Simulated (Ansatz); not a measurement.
Task: BeAg (CsCl type, Pm-3m) is relaxed with plane-wave PAW PBE (Ansatz code). What lattice parameters of the conventional cell result?

Result: a = 2.947 Å.

The start of the workflow was typed in or built on a structure type; neither database checked (COD, Materials Project) lists it. Whether it is the stable phase at ambient conditions was not checked. The PBE relaxation kept the symmetry of its start; its stability against distortions is not shown here. The run is not spin-polarised. Its formation energy is positive at this level, so the cell may be metastable or incomplete.

Potentials: the later of the program's two PAW sets.
